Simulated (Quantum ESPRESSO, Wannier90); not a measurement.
**Tight-binding from DFT: TaS$_{2}$ (P6₃/mmc, 2Hc stacking as in molybdenite, isolated units)**

Materials Project entry mp-1072086; symmetrised, unrelaxed at this level. Computed values, not measurements, from PBEsol: Quantum ESPRESSO (norm-conserving PseudoDojo potentials, cutoff 47 Ry, no spin polarisation, no spin-orbit coupling) on a Γ-centred 6×6×4 mesh, then Wannier90. Density: 12×12×2 mesh, cold smearing 0.01 Ry. The cell is built of weakly bound layers, chains or molecules, whose nearest atoms lie 5.69 Å apart, far more than in van der Waals crystals (3.2 to 4.2 Å): it describes nearly isolated units, such as a monolayer, not the bulk crystal. Spin-orbit coupling is left out although heavy elements are present.

On the energy scale of pw.x, whose zero is arbitrary, the Fermi level lies at 4.58 eV.

Input w.win:

```
num_bands = 6
num_wann = 6
exclude_bands = 1-2,9-50
num_iter = 800
conv_tol = 1.0e-6
conv_window = 4
write_hr = true
write_u_matrices = true
auto_projections = true
begin unit_cell_cart
ang
    3.3389502070    0.0000000000    0.0000000000
   -1.6694751035    2.8916157012    0.0000000000
    0.0000000000    0.0000000000   17.5854700000
end unit_cell_cart
begin atoms_frac
Ta  -0.3333333333  0.3333333333  0.2500000000
Ta   0.3333333333 -0.3333333333 -0.2500000000
S    0.0000000000  0.0000000000  0.3381100000
S    0.0000000000  0.0000000000 -0.3381100000
S    0.0000000000  0.0000000000 -0.1618900000
S    0.0000000000  0.0000000000  0.1618900000
end atoms_frac
mp_grid = 6 6 4
begin kpoints
0.0000000000 0.0000000000 0.0000000000
0.0000000000 0.0000000000 0.2500000000
0.0000000000 0.0000000000 0.5000000000
... (141 more lines: the 6x6x4 mesh through Gamma)
end kpoints
```

Input of pw2wannier90.x that gives the overlap and projection files (equivalent; here they were cut from one run over all bands):

```
&inputpp
  outdir = './out'
  prefix = 'pwscf'
  seedname = 'w'
  write_amn = .true.
  write_mmn = .true.
  atom_proj = .true.
  atom_proj_exclude = 1 5 6 7 8 9 10 11 15 16 17 18 19 20 21 22 23 24 25 26 27 28 29 30 31 32 33 34 35 36
/
```

Output w.wout (banner and timings cut):

```
                                    ------
                                    SYSTEM
                                    ------

                              Lattice Vectors (Ang)
                    a_1     3.338950   0.000000   0.000000
                    a_2    -1.669475   2.891616   0.000000
                    a_3     0.000000   0.000000  17.585470

                   Unit Cell Volume:     169.78702  (Ang^3)

                        Reciprocal-Space Vectors (Ang^-1)
                    b_1     1.881785   1.086449  -0.000000
                    b_2     0.000000   2.172898   0.000000
                    b_3     0.000000  -0.000000   0.357294

 *----------------------------------------------------------------------------*
 |   Site       Fractional Coordinate          Cartesian Coordinate (Ang)     |
 +----------------------------------------------------------------------------+
 | ta   1  -0.33333   0.33333   0.25000   |   -1.66948   0.96387   4.39637    |
 | ta   2   0.33333  -0.33333  -0.25000   |    1.66948  -0.96387  -4.39637    |
 | s    1   0.00000   0.00000   0.33811   |    0.00000   0.00000   5.94582    |
 | s    2   0.00000   0.00000  -0.33811   |    0.00000   0.00000  -5.94582    |
 | s    3   0.00000   0.00000  -0.16189   |    0.00000   0.00000  -2.84691    |
 | s    4   0.00000   0.00000   0.16189   |    0.00000   0.00000   2.84691    |
 *----------------------------------------------------------------------------*
                                ------------
                                K-POINT GRID
                                ------------

             Grid size =  6 x  6 x  4      Total points =  144

 *---------------------------------- MAIN ------------------------------------*
 |  Number of Wannier Functions               :                 6             |
 |  Number of Objective Wannier Functions     :                 6             |
 |  Number of input Bloch states              :                 6             |
 |  Output verbosity (1=low, 5=high)          :                 1             |
 |  Timing Level (1=low, 5=high)              :                 1             |
 |  Optimisation (0=memory, 3=speed)          :                 3             |
 |  Length Unit                               :               Ang             |
 |  Post-processing setup (write *.nnkp)      :                 F             |
 |  Using Gamma-only branch of algorithms     :                 F             |
 *----------------------------------------------------------------------------*
 *------------------------------- WANNIERISE ---------------------------------*
 |  Total number of iterations                :               800             |
 |  Number of CG steps before reset           :                 5             |
 |  Trial step length for line search         :             2.000             |
 |  Convergence tolerence                     :         0.100E-05             |
 |  Convergence window                        :                 4             |
 |  Iterations between writing output         :                 1             |
 |  Iterations between backing up to disk     :               100             |
 |  Write r^2_nm to file                      :                 F             |
 |  Write xyz WF centres to file              :                 F             |
 |  Write on-site energies <0n|H|0n> to file  :                 F             |
 |  Use guiding centre to control phases      :                 F             |
 |  Use phases for initial projections        :                 F             |
 *----------------------------------------------------------------------------*
 *-------------------------------- PLOTTING ----------------------------------*
 |  Plotting Hamiltonian in WF basis          :                 T             |
 *----------------------------------------------------------------------------*

       ... (k-mesh section left out)

 Starting a new Wannier90 calculation ...

 Reading overlaps from w.mmn

 Reading projections from w.amn

 *------------------------------- WANNIERISE ---------------------------------*
 +--------------------------------------------------------------------+<-- CONV
 | Iter  Delta Spread     RMS Gradient      Spread (Ang^2)            |<-- CONV
 +--------------------------------------------------------------------+<-- CONV

 ------------------------------------------------------------------------------
 Initial State
  WF centre and spread    1  ( -1.669475,  0.963872,  4.396368 )     0.54461154
  WF centre and spread    2  ( -1.669475,  0.960087,  4.396367 )     0.54013500
  WF centre and spread    3  ( -1.669475,  0.967684,  4.396367 )     0.54013501
  WF centre and spread    4  (  1.669475, -0.963872, -4.396367 )     0.54461154
  WF centre and spread    5  (  1.669475, -0.960087, -4.396368 )     0.54013500
  WF centre and spread    6  (  1.669475, -0.967684, -4.396368 )     0.54013501
  Sum of centres and spreads ( -0.000000,  0.000000, -0.000000 )     3.24976311

      0     0.325E+01     0.0000000000        3.2497630990  <-- CONV
        O_D=      0.0000030 O_OD=      0.0016388 O_TOT=      3.2497631 <-- SPRD
 ------------------------------------------------------------------------------
      1    -0.587E-07     0.0001301346        3.2497630403  <-- CONV
        O_D=      0.0000030 O_OD=      0.0016388 O_TOT=      3.2497630 <-- SPRD
      2    -0.339E-09     0.0000512959        3.2497630400  <-- CONV
        O_D=      0.0000030 O_OD=      0.0016388 O_TOT=      3.2497630 <-- SPRD
      3    -0.491E-09     0.0000375604        3.2497630395  <-- CONV
        O_D=      0.0000030 O_OD=      0.0016388 O_TOT=      3.2497630 <-- SPRD
      4    -0.438E-09     0.0000454098        3.2497630391  <-- CONV
        O_D=      0.0000030 O_OD=      0.0016388 O_TOT=      3.2497630 <-- SPRD
             <<<     Delta < 1.000E-06  over  4 iterations     >>>
             <<< Wannierisation convergence criteria satisfied >>>
 Final State
  WF centre and spread    1  ( -1.669475,  0.963872,  4.396368 )     0.54461154
  WF centre and spread    2  ( -1.669475,  0.960087,  4.396367 )     0.54013490
  WF centre and spread    3  ( -1.669475,  0.967684,  4.396367 )     0.54013508
  WF centre and spread    4  (  1.669475, -0.963872, -4.396367 )     0.54461154
  WF centre and spread    5  (  1.669475, -0.960087, -4.396368 )     0.54013490
  WF centre and spread    6  (  1.669475, -0.967684, -4.396368 )     0.54013508
  Sum of centres and spreads ( -0.000000,  0.000000, -0.000000 )     3.24976305

         Spreads (Ang^2)       Omega I      =     3.248121247
        ================       Omega D      =     0.000002974
                               Omega OD     =     0.001638818
    Final Spread (Ang^2)       Omega Total  =     3.249763039
```
